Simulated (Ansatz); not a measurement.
Relaxed-ion elastic tensor of SiO$_{2}$ (rutile, space group No. 136) in GPa (Voigt order), LDA in the plane-wave PAW code Ansatz; density 4.34 g/cm³, 7.66 Å³ per atom.

```
452  223  196  0.0  0.0  0.0
223  452  196  0.0  0.0  0.0
196  196  749  0.0  0.0  0.0
0.0  0.0  0.0  253  0.0  0.0
0.0  0.0  0.0  0.0  253  0.0
0.0  0.0  0.0  0.0  0.0  326
```

**Question.** Is the crystal mechanically stable?

**Answer.** Yes: the smallest eigenvalue of C is 229 GPa.

**Question.** Work out the Voigt, Reuss and Hill averages.

**Answer.** K_V = 320, K_R = 308, K_H = 314; G_V = 236, G_R = 207, G_H = 221 GPa.

**Question.** Give Young's modulus, Poisson's ratio, Pugh's ratio and the universal anisotropy index.

**Answer.** E = 9KG/(3K + G) = 538 GPa; ν = 0.21; K/G = 1.42 (brittle by the Pugh limit of 1.75); A_U = 5G_V/G_R + K_V/K_R − 6 = 0.74.

**Question.** Estimate the sound speeds and the Debye temperature.

**Answer.** v_l = √((K + 4G/3)/ρ) = 11800 m/s, v_t = √(G/ρ) = 7140 m/s, mean 7890 m/s; Θ = (h/k)(3n/4πV)^(1/3) v_m = 1190 K.

**Question.** How much does each axis shrink under pressure?

**Answer.** Linear compressibilities β_i = Σ_j S_ij (j = 1 to 3): x 1.3, y 1.3, z 0.66 per TPa.

Space group P4_2/mnm (rutile). This is a known high-pressure phase of the composition, computed here at zero pressure and temperature. The LDA relaxation kept the symmetry of its start; phonons on a q-mesh show no instability.

Potentials: the earlier of the program's two PAW sets.
